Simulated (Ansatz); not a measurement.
Relaxed-ion elastic tensor of NaI (rock salt, Fm-3m) in GPa (Voigt order), plane-wave PAW PBE (Ansatz code); density 3.58 g/cm³, 34.77 Å³ per atom.

|  | 1 | 2 | 3 | 4 | 5 | 6 |
|---|---|---|---|---|---|---|
| 1 | 29.6 | 7.9 | 7.9 | 0.0 | 0.0 | 0.0 |
| 2 | 7.9 | 29.6 | 7.9 | 0.0 | 0.0 | 0.0 |
| 3 | 7.9 | 7.9 | 29.6 | 0.0 | 0.0 | 0.0 |
| 4 | 0.0 | 0.0 | 0.0 | 7.0 | 0.0 | 0.0 |
| 5 | 0.0 | 0.0 | 0.0 | 0.0 | 7.0 | 0.0 |
| 6 | 0.0 | 0.0 | 0.0 | 0.0 | 0.0 | 7.0 |

Is the crystal mechanically stable?

Yes: the smallest eigenvalue of C is 7.0 GPa.

Work out the Voigt, Reuss and Hill averages.

K_V = 15.2, K_R = 15.2, K_H = 15.2; G_V = 8.6, G_R = 8.2, G_H = 8.4 GPa.

Give Young's modulus, Poisson's ratio, Pugh's ratio and the universal anisotropy index.

E = 9KG/(3K + G) = 21.2 GPa; ν = 0.27; K/G = 1.81 (near the Pugh limit of 1.75, no verdict); A_U = 5G_V/G_R + K_V/K_R − 6 = 0.23.

Estimate the sound speeds and the Debye temperature.

v_l = √((K + 4G/3)/ρ) = 2710 m/s, v_t = √(G/ρ) = 1530 m/s, mean 1700 m/s; Θ = (h/k)(3n/4πV)^(1/3) v_m = 155 K.

Give the Zener ratio and Young's modulus along [100], [110] and [111].

A = 2C44/(C11 − C12) = 0.65; 1/E = S11 − 2(S11 − S12 − S44/2)Γ with Γ = 0, 1/4, 1/3 gives 26.3, 19.8, 18.3 GPa.

Solve the Christoffel equation for the three sound speeds along [100], [110], [111].

Eigenvalues of C_ijkl n_j n_l equal ρv². In km/s, slowest first: [100] 1.40, 1.40, 2.88; [110] 1.40, 1.74, 2.69; [111] 1.64, 1.64, 2.62.

The PBE relaxation kept the symmetry of its start; phonons on a q-mesh show no instability. Scalar-relativistic: spin–orbit coupling is off unless named, which matters more the heavier the elements.

Potentials: the later of the program's two PAW sets.
